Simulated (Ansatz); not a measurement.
This Ti2B structure is the end of a relaxation. The cell was found from a structure generator's guess, not taken from experiment.

These are results of DFT PBE, scalar-relativistic, plane waves, PAW (Ansatz 0.2.0), not measurements. Cutoff 420 eV, Γ-centred mesh, Gaussian smearing, no spin polarisation.

```yaml
crystal:
  lattice:
    - [1.57653, 0.91021, 5.30156]
    - [-1.57653, 0.91021, 5.30156]
    - [0.00000, -1.82042, 5.30156]
  atoms:
    - { symbol: Ti, position: [0.09164, 0.09164, 0.09164] }
    - { symbol: Ti, position: [0.90836, 0.90836, 0.90836] }
    - { symbol: B, position: [0.50000, 0.50000, 0.50000] }
```

The zero of energy is the elements' standard structures at the same level; no fitted shifts are applied.

Problem. Find its symmetry and describe it.

Solution. R-3m (No. 166). Conventional cell: a = 3.153 Å, c = 15.905 Å. Ti has 3 B at 2.18 Å and 10 Ti at 2.92–3.15 Å; B is surrounded by 6 Ti at 2.18 Å.

Problem. What is its formation energy per atom?

Solution. −0.15 eV/atom.

Problem. Is it a metal?

Solution. Yes, bands cross the Fermi level on the 18×18×18 mesh.

The last run used an 18×18×18 mesh for its 3-atom cell and Gaussian smearing of 0.10 eV. A structure relaxed within its symmetry needn't be a true minimum. Another cell of Ti2B relaxed alike, in I4/mcm (a Materials Project cell), lies 253 meV/atom lower, so this cell isn't the stable form at this level.
